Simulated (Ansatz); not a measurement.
SiC:
Space group P6₂22 (No. 180); a = 3.0849 Å, b = 3.0849 Å, c = 7.0617 Å, α = 90.00°, β = 90.00°, γ = 120.00°

```json
[
 {"atom": "Si", "site": "3d", "symmetry": "222", "x": "0.5000", "y": "0.0000", "z": "0.5000"},
 {"atom": "C", "site": "3c", "symmetry": "222", "x": "0.5000", "y": "0.0000", "z": "0.0000"}
]
```

Relaxed with PBE.

Task: Give the optical modes at the zone centre with their infrared and Raman activity from DFPT, DFT-PBE in the program Ansatz with PAW potentials.

Result: Transverse frequencies, without the LO–TO term; a row sums one degenerate level.

```csv
ω (cm⁻¹),degeneracy,IR ((D/Å)²/amu),Raman (Å⁴/amu),activity,symmetry
241,2,11.85,16,IR+Raman,E1
247,1,0.00,0,silent,B1
271,1,0.00,0,silent,B2
466,1,0.00,0,silent,B1
538,2,0.00,7.1,Raman,E2
570,2,79.28,1000,IR+Raman,E1
684,1,77.70,0,IR,A2
721,2,85.86,1300,IR+Raman,E1
802,1,0.00,0,silent,B2
823,2,0.00,740,Raman,E2
```

Task: How high does the top mode go among those that the LO–TO term moves?

Result: 857 cm⁻¹ for q along x, 857 cm⁻¹ for q along y, 849 cm⁻¹ for q along z.

Space group P6_222. A made-up cell: these elements were put on the sites of a structure type; neither database checked (COD, Materials Project) lists it. It is not the phase usual at ambient conditions (space group No. 186, 216). The cell was relaxed with PBE under the symmetry of its start; phonons on a q-mesh show no instability.

Potentials: the later of the program's two PAW sets.
